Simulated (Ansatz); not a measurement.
## ScCo: relaxation of cell and atoms

Computed with Ansatz 0.2.0, DFT, r2SCAN, PAW with Ansatz's default frozen-core files, scalar-relativistic.

Command: `ansatz run input.yaml --threads 1 --pin off --max-ram 3072MiB --backend cpu --events-out ev --progress --plain --runs-dir out` The run took about 18 s on 1 thread of a shared machine.

```yaml
crystal:
  lattice:
    - [3.145, 0.0, 0.0]
    - [0.0, 3.145, 0.0]
    - [0.0, 0.0, 3.145]
  atoms:
    - { symbol: Sc, position: [0.5, 0.5, 0.5] }
    - { symbol: Co, position: [0.0, 0.0, 0.0], spin: 2.0 }
magnetization:
  spin_polarized: true
kpoints:
  mp_grid: { grid: [10, 10, 10] }
scf:
  occupations: { method: fermi_dirac, width: 0.05 }
hamiltonian:
  xc: r2scan
  pseudopotentials: { kind: paw }
output:
  forces: true
  stress: true
  efg: { contact_densities: true }
relax:
  f_tol: 0.005
  max_steps: 80
  cell: {}
```

The run is spin-polarised from parallel moments and ends with 0.24 μB in the cell; other orders may lie lower.

The cell comes from COD entry 1523971, which wasn't checked; take it as a given geometry.

The cutoff is 500 eV; energies and pressures of the walk include the program's estimate of the Pulay term. The PAW files were made with PBE; their cores are remade for this functional.

Each frame lists the cell vectors (Å), then Cartesian positions (Å); symmetry keeps all forces zero. Free energies count from the first step, -7272.7410 eV.

The walk took 4 evaluations in all; steps that aren't listed are left out.

Step 1: E = 0.0 meV, P = -0.69 GPa

```
cell 3.1450 0.0000 0.0000 0.0000 3.1450 0.0000 0.0000 0.0000 3.1450
Sc    1.5725    1.5725    1.5725
Co    0.0000    0.0000    0.0000
```

Question: How does the relaxation end?

Answer: It converges, with a = 3.138 Å, b = 3.138 Å, c = 3.138 Å, α = 90.00°, β = 90.00°, γ = 90.00° (conventional cell, space group Pm-3m). The last solve (on a basis chosen afresh for the final cell, so its energy is not quite comparable) gives E = -0.4 meV, P = -0.01 GPa:
```
cell 3.1380 0.0000 0.0000 0.0000 3.1380 0.0000 0.0000 0.0000 3.1380
Sc    1.5690    1.5690    1.5690
Co    0.0000    0.0000    0.0000
```
